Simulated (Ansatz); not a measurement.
CaO:
```xyz
2
Lattice="0.0000 2.6068 2.6068 2.6068 0.0000 2.6068 2.6068 2.6068 0.0000" Properties=species:S:1:pos:R:3 pbc="T T T"
Ca     0.0000     0.0000     0.0000
O      1.3034     1.3034     1.3034
```

x, y and z are the axes in which the lattice vectors are written.

Give the proper piezoelectric stress tensor with relaxed ions from the program Ansatz at the r²SCAN level (PAW).

In C/m², rows x, y, z, Voigt columns; mesh uncertainty up to 0.01.
```
0.00  0.00  0.00  0.46  0.00  0.00
0.00  0.00  0.00  0.00  0.46  0.00
0.00  0.00  0.00  0.00  0.00  0.46
```

The elastic tensor of the same run (GPa):

```
92.6  77.5  77.5   0.0   0.0   0.0
77.5  92.6  77.5   0.0   0.0   0.0
77.5  77.5  92.6   0.0   0.0   0.0
 0.0   0.0   0.0  38.0   0.0   0.0
 0.0   0.0   0.0   0.0  38.0   0.0
 0.0   0.0   0.0   0.0   0.0  38.0
```

Convert to strain constants d = e·S.

In pC/N:
```
 0.0   0.0   0.0  12.2   0.0   0.0
 0.0   0.0   0.0   0.0  12.2   0.0
 0.0   0.0   0.0   0.0   0.0  12.2
```

Space group F-43m (zinc blende). The start of the workflow was typed in or built on a structure type; neither database checked (COD, Materials Project) lists it. It is not the phase usual at ambient conditions (space group No. 225). The cell was relaxed with r²SCAN under the symmetry of its start; whether a distortion lowers the energy is not shown.

Potentials: the earlier of the program's two PAW sets.
